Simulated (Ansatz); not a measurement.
### Question
AlCo (rock salt, Fm-3m) is relaxed with plane-wave PAW PBEsol (Ansatz code). What lattice parameters of the conventional cell result?

### Answer
a = 4.732 Å.

The start of the workflow was typed in or built on a structure type; neither database checked (COD, Materials Project) lists it. Whether it is the stable phase at ambient conditions was not checked. Symmetry was held in the PBEsol relaxation. At this level the phase is mechanically unstable. The workflow began spin-polarised and lost its moments. Its formation energy is positive at this level, so the cell may be metastable or incomplete.

Potentials: the earlier of the program's two PAW sets.
